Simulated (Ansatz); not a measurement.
Total density of states per atom from the program Ansatz at the PBEsol level (PAW), in 0.25 eV bins, energy from the Fermi level:

(E (eV), states/eV/atom): (-7.85, 0.01); (-7.60, 0.04); (-7.35, 0.05); (-7.10, 0.07); (-6.85, 0.08); (-6.60, 0.10); (-6.35, 0.13); (-6.10, 0.17); (-5.85, 0.20); (-5.60, 0.19); (-5.35, 0.29); (-5.10, 0.34); (-4.85, 0.54); (-4.60, 0.26); (-4.35, 0.63); (-4.10, 0.94); (-3.85, 1.21); (-3.60, 1.36); (-3.35, 2.03); (-3.10, 1.51); (-2.85, 1.94); (-2.60, 1.50); (-2.35, 2.25); (-2.10, 2.04); (-1.85, 2.12); (-1.60, 2.86); (-1.35, 2.38); (-1.10, 1.96); (-0.85, 1.27); (-0.60, 1.58); (-0.35, 2.57); (-0.10, 3.08); (0.15, 1.47); (0.40, 2.01); (0.65, 1.07); (0.90, 0.75); (1.15, 0.88); (1.40, 0.60); (1.65, 0.41); (1.90, 0.61); (2.15, 0.63); (2.40, 0.76); (2.65, 0.61); (2.90, 0.42); (3.15, 0.50); (3.40, 2.12); (3.65, 2.15); (3.90, 0.94); (4.15, 0.43); (4.40, 0.25); (4.65, 0.32)

### Question
Pick the material that matches.
A) Mg, P6/mmm (Mg on 2e, Mg on 2d, Mg on 3f)
B) Ag, P6/mmm (Ag on 2e, Ag on 2d, Ag on 3f)
C) FeCo, CsCl type
D) SmCo5, P6/mmm (Sm on 1a, Co on 2c, Co on 3g)

### Answer
D, SmCo5, P6/mmm (Sm on 1a, Co on 2c, Co on 3g). Within 0.5 eV of the Fermi level: Co 3d 52 %, Sm 4f 41 %. Projections are on Löwdin-orthogonalised atomic valence shells; empty p or d shells of many metals are not among them.

The first step of the workflow began from a Materials Project structure, measured or hypothetical; the Crystallography Open Database files this formula in space group No. 191, but the cells were not matched. Its standing as an ambient phase is unchecked. The cell was relaxed with PBEsol under the symmetry of its start, as lowered by the spin order; whether a distortion lowers the energy is not shown. Magnetic state: ferrimagnetic, chosen from 4 collinear starts compared on coarse meshes (ties went to the first, and starts can fall back to one state), not a proven ground state. The 4f shell is in the valence, and the state reached may lie above the lowest one. No Hubbard U is applied. Spin–orbit coupling is left out wherever it is not named.

Potentials: the earlier of the program's two PAW sets. The files were generated under PBE; for other functionals the program regenerates the frozen cores, and for LDA and PBEsol the local potential too.
